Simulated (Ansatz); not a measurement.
CeN (rock salt, space group No. 225) under volume change, DFT-PBEsol in the program Ansatz with PAW potentials, scaled uniformly.

```csv
V (Å³/atom),E − E(relaxed) (meV/atom),P (GPa)
14.127,78.1,19.47
14.593,32.8,11.92
15.058,7.8,5.48
15.524,0.0,0.00
15.990,7.0,-4.67
16.455,26.4,-8.63
16.921,56.5,-11.98
```

Problem. What does a third-order Birch–Murnaghan fit give for V₀, B₀ and B′?

Solution. V₀ = 15.52 Å³/atom, B₀ = 168 GPa, B′ = 4.4.

Space group Fm-3m (rock salt). The first step of the workflow began from a Materials Project structure, measured or hypothetical; the Crystallography Open Database files this formula in space group No. 225, but the cells were not matched. Whether it is the stable phase at ambient conditions was not checked. The PBEsol relaxation kept the symmetry of its start; whether a distortion lowers the energy is not shown. The workflow began spin-polarised and lost its moments. The 4f shell is in the valence. No Hubbard U is applied. Spin–orbit coupling is left out wherever it is not named.

Potentials: the later of the program's two PAW sets.
